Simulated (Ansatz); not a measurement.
CdS:
```yaml
crystal:
  lattice:
    - [0.00000, 2.93890, 2.93890]
    - [2.93890, 0.00000, 2.93890]
    - [2.93890, 2.93890, 0.00000]
  atoms:
    - { symbol: S, position: [0.75000, 0.75000, 0.75000] }
    - { symbol: Cd, position: [0.00000, 0.00000, 0.00000] }
```

r²SCAN (plane waves, PAW; program Ansatz) gives a gap of 1.54 eV without spin–orbit coupling, maximum at Γ, minimum at Γ.

Problem. What happens when spin–orbit coupling is switched on?

Solution. The gap decreases by 0.01 eV, to 1.53 eV; maximum at Γ, minimum at Γ.

Problem. How large is the spin–orbit splitting of the valence top at Γ?

Solution. The fourfold level lies 0.04 eV above the split-off pair.

Problem. Give the electron effective mass with spin–orbit coupling.

Solution. 0.15 mₑ (isotropic).

Space group F-43m (zinc blende). The r²SCAN relaxation kept the symmetry of its start.

Potentials: the later of the program's two PAW sets.
